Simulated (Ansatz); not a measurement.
Cu$_{2}$O (cuprite type, space group Pn-3m)

```xyz
6
Lattice="4.2444 0.0000 0.0000 0.0000 4.2444 0.0000 0.0000 0.0000 4.2444" Properties=species:S:1:pos:R:3 pbc="T T T"
Cu     3.1833     3.1833     3.1833
Cu     3.1833     1.0611     1.0611
Cu     1.0611     3.1833     1.0611
Cu     1.0611     1.0611     3.1833
O      0.0000     0.0000     0.0000
O      2.1222     2.1222     2.1222
```

The slice is a {100} plane (indices of the conventional cell) through the point (0.500, 0.500, 0.500) (fractional), spanned by u = [100] and v = [010] in vectors of this cell: u (4.24 Å) and v (4.24 Å, at 90° to u). It covers one period; positions are fractions (u, v).

These are r2SCAN (plane waves to 500 eV, PAW, scalar-relativistic; Ansatz, an electronic-structure program) values and carry that method's errors. k mesh 8×8×8. Near the nuclei the fields are pseudised (PAW); where an atom keeps semicore shells as valence, they peak there. Cu2O is run without spin polarisation. Cu2O was relaxed with its symmetry unable to fall. The PAW data are Ansatz's earlier set.

Three fields on this plane, each scaled to ten steps between its own extremes (0 low, 9 high; the total valence density on a logarithmic scale, the potential cut 8 eV below its top; x marks points blanked near nuclei; v = 0 in the bottom row):

Map A
```
|xxxxx964210000012469xxxx|
|xxxxx854211000112458xxxx|
|xxxx97543211111234579xxx|
|xxx9865433211123345689xx|
|998766554322122345566789|
|665555554322122345555556|
|344445554322122345554444|
|222334444321112344443322|
|111233333211111233333211|
|001122222110001122222110|
|000112221100000112221100|
|000111111100000111111100|
|000112221100000112221100|
|001122222110001122222110|
|111233333211111233333211|
|222334444321112344443322|
|344445554322122345554444|
|665555554322122345555556|
|998766554322122345566789|
|xxx9865433211123345689xx|
|xxxx97543211111234579xxx|
|xxxxx854211000112458xxxx|
|xxxxx964210000012469xxxx|
|xxxxx963210000012369xxxx|
```

Map B
```
|xxxxx941000000000149xxxx|
|xxxxx620000000000026xxxx|
|xxxx83000000000000038xxx|
|xxx8300000000000000038xx|
|996300000110001100000369|
|442000011110001111000024|
|110000111110001111100001|
|000000111110001111100000|
|000001111110001111110000|
|000001111100000111110000|
|000000000000000000000000|
|000000000000000000000000|
|000000000000000000000000|
|000001111100000111110000|
|000001111110001111110000|
|000000111110001111100000|
|110000111110001111100001|
|442000011110001111000024|
|996300000110001100000369|
|xxx8300000000000000038xx|
|xxxx83000000000000038xxx|
|xxxxx620000000000026xxxx|
|xxxxx941000000000149xxxx|
|xxxxx941000000000149xxxx|
```

Map C
```
|xxxxx467789999987764xxxx|
|xxxxx456778999877654xxxx|
|xxxx23345678887654332xxx|
|xxx2222235678765322222xx|
|544321012467776421012344|
|765320002467776420002356|
|776421012467776421012467|
|877532223567876532223577|
|887654445678887654445678|
|998766666789998766666789|
|999877777899999877777899|
|999887778899999887778899|
|999877777899999877777899|
|998766666789998766666789|
|887654445678887654445678|
|877532223567876532223577|
|776421012467776421012467|
|765320002467776420002356|
|544321012467776421012344|
|xxx2222235678765322222xx|
|xxxx23345678887654332xxx|
|xxxxx456778999877654xxxx|
|xxxxx467789999987764xxxx|
|xxxxx577889999988775xxxx|
```

Task: Assign the maps to these fields: electron localisation function (ELF); valence electron density; electrostatic potential energy of an electron, from the cell's mean.

Result: A is the valence electron density; B is the electron localisation function (ELF); C is the electrostatic potential energy of an electron, from the cell's mean.
